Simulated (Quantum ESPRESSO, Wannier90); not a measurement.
**CsAsF₆ (R-3), plane waves to Wannier functions**

Cell from Materials Project (mp-9820), symmetrised, no further relaxation. Not found in the COD (Crystallography Open Database) copy used; not checked further. Level: LDA, no spin polarisation, no spin-orbit coupling; pw.x of Quantum ESPRESSO at 68 Ry with PseudoDojo potentials, 4×4×4 k-points, Wannier90. Density: 6×6×6 mesh, cold smearing 0.01 Ry. Spin-orbit coupling is left out although heavy elements are present.

On the energy scale of pw.x, whose zero is arbitrary, the valence-band maximum lies at 0.16 eV.

Input w.win:

```
num_bands = 24
num_wann = 24
exclude_bands = 1-5,12,17-19,34-53
num_iter = 1000
conv_tol = 1.0e-6
conv_window = 4
write_hr = true
write_u_matrices = true
begin projections
f=0.0992,-0.0632,-0.2866:s
f=-0.0160,0.2463,0.4450:s
f=-0.0756,-0.2079,-0.1749:s
f=0.1484,-0.2087,-0.3652:s
f=0.2133,0.4670,-0.3334:s
f=0.3634,-0.3268,0.3957:s
f=-0.4581,0.0469,-0.1194:s
f=0.4966,0.2078,-0.4233:s
f=-0.0650,-0.2163,-0.0303:s
f=0.0645,-0.4141,-0.2372:s
f=-0.4100,0.4440,0.2908:s
f=-0.3940,-0.4600,-0.3458:s
f=0.0573,0.2377,-0.0140:s
f=-0.1099,0.4622,-0.2440:s
f=-0.3377,0.0047,0.4838:s
f=0.3920,0.3630,0.0596:s
f=-0.2740,-0.4690,0.2921:s
f=-0.0847,0.0103,0.2111:s
f=-0.4979,0.2794,0.3919:s
f=-0.4882,-0.2107,-0.4527:s
f=-0.1200,-0.0940,-0.4376:s
f=-0.2964,-0.4746,0.0007:s
f=-0.2964,-0.3307,0.4115:s
f=0.1824,-0.3826,0.1220:s
end projections
begin unit_cell_cart
ang
    3.8558601241    2.2261818806    2.6220500000
   -3.8558601241    2.2261818806    2.6220500000
    0.0000000000   -4.4523637612    2.6220500000
end unit_cell_cart
begin atoms_frac
Cs   0.5000000000  0.5000000000  0.5000000000
As   0.0000000000  0.0000000000  0.0000000000
F    0.1895900000  0.2754800000 -0.0776600000
F   -0.1895900000 -0.2754800000  0.0776600000
F   -0.0776600000  0.1895900000  0.2754800000
F    0.0776600000 -0.1895900000 -0.2754800000
F    0.2754800000 -0.0776600000  0.1895900000
F   -0.2754800000  0.0776600000 -0.1895900000
end atoms_frac
mp_grid = 4 4 4
begin kpoints
0.0000000000 0.0000000000 0.0000000000
0.0000000000 0.0000000000 0.2500000000
0.0000000000 0.0000000000 0.5000000000
... (61 more lines: the 4x4x4 mesh through Gamma)
end kpoints
```

Input of pw2wannier90.x that gives the overlap and projection files (equivalent; here they were cut from one run over all bands):

```
&inputpp
  outdir = './out'
  prefix = 'pwscf'
  seedname = 'w'
  write_amn = .true.
  write_mmn = .true.
/
```

Output w.wout (banner and timings cut):

```
                                    ------
                                    SYSTEM
                                    ------

                              Lattice Vectors (Ang)
                    a_1     3.855860   2.226182   2.622050
                    a_2    -3.855860   2.226182   2.622050
                    a_3     0.000000  -4.452364   2.622050

                   Unit Cell Volume:     135.04364  (Ang^3)

                        Reciprocal-Space Vectors (Ang^-1)
                    b_1     0.814758   0.470401   0.798762
                    b_2    -0.814758   0.470401   0.798762
                    b_3     0.000000  -0.940801   0.798762

 *----------------------------------------------------------------------------*
 |   Site       Fractional Coordinate          Cartesian Coordinate (Ang)     |
 +----------------------------------------------------------------------------+
 | cs   1   0.50000   0.50000   0.50000   |    0.00000   0.00000   3.93308    |
 | as   1   0.00000   0.00000   0.00000   |    0.00000   0.00000   0.00000    |
 | f    1   0.18959   0.27548  -0.07766   |   -0.33118   1.38110   1.01581    |
 | f    2  -0.18959  -0.27548   0.07766   |    0.33118  -1.38110  -1.01581    |
 | f    3  -0.07766   0.18959   0.27548   |   -1.03048  -0.97736   1.01581    |
 | f    4   0.07766  -0.18959  -0.27548   |    1.03048   0.97736  -1.01581    |
 | f    5   0.27548  -0.07766   0.18959   |    1.36166  -0.40374   1.01581    |
 | f    6  -0.27548   0.07766  -0.18959   |   -1.36166   0.40374  -1.01581    |
 *----------------------------------------------------------------------------*
                                ------------
                                K-POINT GRID
                                ------------

             Grid size =  4 x  4 x  4      Total points =   64

 *---------------------------------- MAIN ------------------------------------*
 |  Number of Wannier Functions               :                24             |
 |  Number of Objective Wannier Functions     :                24             |
 |  Number of input Bloch states              :                24             |
 |  Output verbosity (1=low, 5=high)          :                 1             |
 |  Timing Level (1=low, 5=high)              :                 1             |
 |  Optimisation (0=memory, 3=speed)          :                 3             |
 |  Length Unit                               :               Ang             |
 |  Post-processing setup (write *.nnkp)      :                 F             |
 |  Using Gamma-only branch of algorithms     :                 F             |
 *----------------------------------------------------------------------------*
 *------------------------------- WANNIERISE ---------------------------------*
 |  Total number of iterations                :              1000             |
 |  Number of CG steps before reset           :                 5             |
 |  Trial step length for line search         :             2.000             |
 |  Convergence tolerence                     :         0.100E-05             |
 |  Convergence window                        :                 4             |
 |  Iterations between writing output         :                 1             |
 |  Iterations between backing up to disk     :               100             |
 |  Write r^2_nm to file                      :                 F             |
 |  Write xyz WF centres to file              :                 F             |
 |  Write on-site energies <0n|H|0n> to file  :                 F             |
 |  Use guiding centre to control phases      :                 F             |
 |  Use phases for initial projections        :                 F             |
 *----------------------------------------------------------------------------*
 *-------------------------------- PLOTTING ----------------------------------*
 |  Plotting Hamiltonian in WF basis          :                 T             |
 *----------------------------------------------------------------------------*

       ... (k-mesh section left out)

 Starting a new Wannier90 calculation ...

 Reading overlaps from w.mmn

 Reading projections from w.amn

 *------------------------------- WANNIERISE ---------------------------------*
 +--------------------------------------------------------------------+<-- CONV
 | Iter  Delta Spread     RMS Gradient      Spread (Ang^2)            |<-- CONV
 +--------------------------------------------------------------------+<-- CONV

 ------------------------------------------------------------------------------
 Initial State
  WF centre and spread    1  (  0.736024,  1.011662, -0.585343 )     4.90594159
  WF centre and spread    2  ( -1.012958, -1.045188,  1.288296 )     3.16638985
  WF centre and spread    3  (  0.752541,  0.428678, -0.908848 )     8.76865794
  WF centre and spread    4  (  1.104220,  0.992359, -0.934134 )     6.42026043
  WF centre and spread    5  ( -0.257317,  2.108228,  0.989150 )    12.75461459
  WF centre and spread    6  (  2.098442, -1.080076,  1.171772 )    14.40783378
  WF centre and spread    7  ( -1.542537,  0.051254, -1.085705 )     2.13113115
  WF centre and spread    8  (  1.917890,  3.385164,  1.791063 )    16.97031929
  WF centre and spread    9  (  0.417302, -0.871988, -0.677295 )     3.58327755
  WF centre and spread   10  (  1.199491,  0.604170, -0.979685 )    11.59198653
  WF centre and spread   11  ( -3.820748, -2.347263,  1.444730 )    18.14090838
  WF centre and spread   12  (  0.080179,  0.189779, -3.716810 )    16.07696015
  WF centre and spread   13  ( -0.518549,  0.806563,  0.706069 )     2.13086686
  WF centre and spread   14  ( -1.948011,  0.910966,  0.000418 )    13.86580694
  WF centre and spread   15  ( -1.140338, -2.837962,  1.088264 )    10.53862137
  WF centre and spread   16  ( -0.201678,  1.309832,  1.355917 )     3.71808718
  WF centre and spread   17  (  1.272149, -2.137554, -1.129320 )     9.45804585
  WF centre and spread   18  ( -0.546814, -0.888628,  0.516088 )     2.83140423
  WF centre and spread   19  ( -3.424209, -2.458440,  0.797123 )    15.74475244
  WF centre and spread   20  (  0.102068,  0.378307, -3.203574 )    18.93689045
  WF centre and spread   21  (  0.441734,  0.902129, -1.064712 )     7.08342905
  WF centre and spread   22  (  0.328419, -1.364124, -1.250798 )     5.42373764
  WF centre and spread   23  (  0.749421, -3.230619, -1.392322 )    12.65414508
  WF centre and spread   24  (  1.660728, -0.585045,  0.435642 )     6.69607560
  Sum of centres and spreads ( -1.552552, -5.767796, -5.344013 )   228.00014396

      0     0.228E+03     0.0000000000      228.0001439630  <-- CONV
        O_D=     12.8926710 O_OD=    192.0189911 O_TOT=    228.0001440 <-- SPRD
 ------------------------------------------------------------------------------
      1    -0.435E+02     9.0822075440      184.4889637107  <-- CONV
        O_D=     11.6188557 O_OD=    149.7816261 O_TOT=    184.4889637 <-- SPRD
      2    -0.226E+02     8.3434081884      161.9257052502  <-- CONV
        O_D=      9.4957250 O_OD=    129.3414984 O_TOT=    161.9257053 <-- SPRD
      3    -0.134E+02     7.6745438230      148.5172823172  <-- CONV
        O_D=      8.2050923 O_OD=    117.2237081 O_TOT=    148.5172823 <-- SPRD
      4    -0.978E+01     6.9528075976      138.7342858853  <-- CONV
        O_D=      8.0999093 O_OD=    107.5458947 O_TOT=    138.7342859 <-- SPRD
      5    -0.843E+01     6.2834148005      130.3042950859  <-- CONV
        O_D=      8.0999598 O_OD=     99.1158534 O_TOT=    130.3042951 <-- SPRD
       ... (lines left out)
    100    -0.264E+00     7.0083143536       29.6279352177  <-- CONV
        O_D=      0.2197929 O_OD=      6.3196604 O_TOT=     29.6279352 <-- SPRD
       ... (lines left out)
    200    -0.178E-01     0.1644584288       26.5586000869  <-- CONV
        O_D=      0.0236849 O_OD=      3.4464333 O_TOT=     26.5586001 <-- SPRD
       ... (lines left out)
    300    -0.619E-03     0.0361617461       26.1112342630  <-- CONV
        O_D=      0.0224133 O_OD=      3.0003391 O_TOT=     26.1112343 <-- SPRD
       ... (lines left out)
    400    -0.418E-04     0.0075261582       26.0793654339  <-- CONV
        O_D=      0.0224090 O_OD=      2.9684746 O_TOT=     26.0793654 <-- SPRD
       ... (lines left out)
    500    -0.153E-04     0.0050042331       26.0760361644  <-- CONV
        O_D=      0.0223956 O_OD=      2.9651587 O_TOT=     26.0760362 <-- SPRD
       ... (lines left out)
    578    -0.698E-06     0.0010450731       26.0757088037  <-- CONV
        O_D=      0.0223922 O_OD=      2.9648347 O_TOT=     26.0757088 <-- SPRD
    579    -0.685E-06     0.0014764887       26.0757081191  <-- CONV
        O_D=      0.0223922 O_OD=      2.9648341 O_TOT=     26.0757081 <-- SPRD
    580    -0.774E-06     0.0010291317       26.0757073453  <-- CONV
        O_D=      0.0223922 O_OD=      2.9648332 O_TOT=     26.0757073 <-- SPRD
             <<<     Delta < 1.000E-06  over  4 iterations     >>>
             <<< Wannierisation convergence criteria satisfied >>>
 Final State
  WF centre and spread    1  (  0.931897,  1.231733, -0.922101 )     0.82264928
  WF centre and spread    2  ( -0.956574, -0.894093,  1.312357 )     1.10913546
  WF centre and spread    3  (  0.689350,  0.670939, -0.739454 )     1.47130203
  WF centre and spread    4  (  1.272263,  0.872879, -0.932475 )     0.94334053
  WF centre and spread    5  ( -0.600466,  1.423490,  0.921497 )     0.82368549
  WF centre and spread    6  (  1.388857, -0.666696,  0.935402 )     0.93655255
  WF centre and spread    7  ( -1.531968,  0.190043, -0.923465 )     0.82048149
  WF centre and spread    8  (  2.930202,  2.487945,  1.882609 )     1.47113291
  WF centre and spread    9  (  0.236301, -0.932503, -0.739445 )     1.47118790
  WF centre and spread   10  ( -0.119231,  1.537805,  0.933055 )     0.94193834
  WF centre and spread   11  ( -3.254883, -3.648720,  4.321548 )     0.82194219
  WF centre and spread   12  ( -2.929902,  1.965292, -4.504659 )     1.47150680
  WF centre and spread   13  ( -0.236569,  0.932424,  0.739456 )     1.47133284
  WF centre and spread   14  ( -1.393455,  0.664747, -0.931205 )     0.94634053
  WF centre and spread   15  ( -1.251580, -4.068353,  1.309838 )     1.10798855
  WF centre and spread   16  ( -0.295635,  1.275521,  1.312330 )     1.10899926
  WF centre and spread   17  (  2.583737, -3.098003, -1.688705 )     0.94125471
  WF centre and spread   18  ( -0.689194, -0.671143,  0.739471 )     1.47131090
  WF centre and spread   19  ( -2.602300, -2.605067, -1.309620 )     1.11015909
  WF centre and spread   20  ( -0.932854,  3.220598, -1.700865 )     0.82419345
  WF centre and spread   21  (  0.957289,  0.893208, -1.312304 )     1.10870917
  WF centre and spread   22  (  0.294342, -1.275724, -1.312278 )     1.10845234
  WF centre and spread   23  (  0.120211, -1.538543, -0.932056 )     0.94431890
  WF centre and spread   24  (  1.534267, -0.193874,  0.919079 )     0.82779263
  Sum of centres and spreads ( -3.855896, -2.226095, -2.621992 )    26.07570735

         Spreads (Ang^2)       Omega I      =    23.088481882
        ================       Omega D      =     0.022392217
                               Omega OD     =     2.964833247
    Final Spread (Ang^2)       Omega Total  =    26.075707345
```
